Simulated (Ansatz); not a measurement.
BaS:
```xyz
2
Lattice="0.0000 3.2144 3.2144 3.2144 0.0000 3.2144 3.2144 3.2144 0.0000" Properties=species:S:1:pos:R:3 pbc="T T T"
Ba     0.0000     0.0000     0.0000
S      3.2144     3.2144     3.2144
```

x, y and z are the axes in which the lattice vectors are written.

Q: Give the high-frequency dielectric tensor and the Born effective charge tensors of the independent atoms from DFPT, the program Ansatz at the PBE level (PAW).

A: 
ε∞:
```
4.75  0.00  0.00
0.00  4.75  0.00
0.00  0.00  4.75
```
Z* of atom 1 (Ba), rows: field, columns: displacement, in e:
```
2.60  0.00  0.00
0.00  2.60  0.00
0.00  0.00  2.60
```
Z* of atom 2 (S), rows: field, columns: displacement, in e:
```
-2.60   0.00   0.00
 0.00  -2.60   0.00
 0.00   0.00  -2.60
```

Static charges for comparison (Bader): Ba1 +1.42, S2 -1.42 e. Born charges measure polarisation by displacement and can exceed these by far.

Space group Fm-3m (rock salt). Symmetry was held in the PBE relaxation; phonons on a q-mesh show no instability. Spin–orbit coupling is left out wherever it is not named.

Potentials: the later of the program's two PAW sets.
